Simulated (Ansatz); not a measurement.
The relaxed structure here is a generated cell of ZnO: the first start was made by a random draw of sites in a space group, and the end was not matched to a known phase here, so it may be hypothetical. Known forms of ZnO include space group No. 186.

A relaxed structure of ZnO. Level of theory: PBEsol (plane waves to 420 eV, PAW, scalar-relativistic; Ansatz, a first-principles code).

```cif
data_O4Zn4
_chemical_formula_sum 'O4 Zn4'
_space_group_name_H-M_alt 'P 1'
_space_group_IT_number 1
_cell_length_a 5.12693
_cell_length_b 5.12693
_cell_length_c 5.12693
_cell_angle_alpha 110.860
_cell_angle_beta 93.324
_cell_angle_gamma 125.869
loop_
_space_group_symop_operation_xyz
  'x, y, z'
loop_
_atom_site_label
_atom_site_type_symbol
_atom_site_fract_x
_atom_site_fract_y
_atom_site_fract_z
_atom_site_occupancy
O1 O 0.89338 0.00000 0.39338 1
O2 O 0.10662 0.50000 0.10662 1
O3 O 0.10662 0.00000 0.60662 1
O4 O 0.89338 0.50000 0.89338 1
Zn1 Zn 0.50000 0.50000 0.50000 1
Zn2 Zn 0.50000 0.00000 0.00000 1
Zn3 Zn 0.00000 0.00000 0.00000 1
Zn4 Zn 0.50000 0.00000 0.50000 1
```

**Question.** Find the space group and the Wyckoff positions (tolerance 0.01 Å).

**Answer.** Space group Imma (No. 74); a = 5.8182 Å, b = 7.0372 Å, c = 4.6656 Å, α = β = γ = 90.00°

```csv
atom,site,symmetry,x,y,z
O,8g,.2.,0.2500,0.1434,0.2500
Zn,4d,.2/m.,0.2500,0.2500,0.7500
Zn,4a,2/m..,0.0000,0.0000,0.0000
```

**Question.** Give the shortest distances between elements (the closest pairs, up to four, under 3.6 Å).

**Answer.** O–O 1.50 Å; O–Zn 2.12 Å; Zn–Zn 2.56 Å.

The volume per atom is 11.94 Å³ and the band gap is no gap (metallic).

The relaxed cell holds bonded O–O pairs (1.50 Å). No spin polarisation in the result.

The run could not lose the symmetry of its start, so the end can be a saddle point.
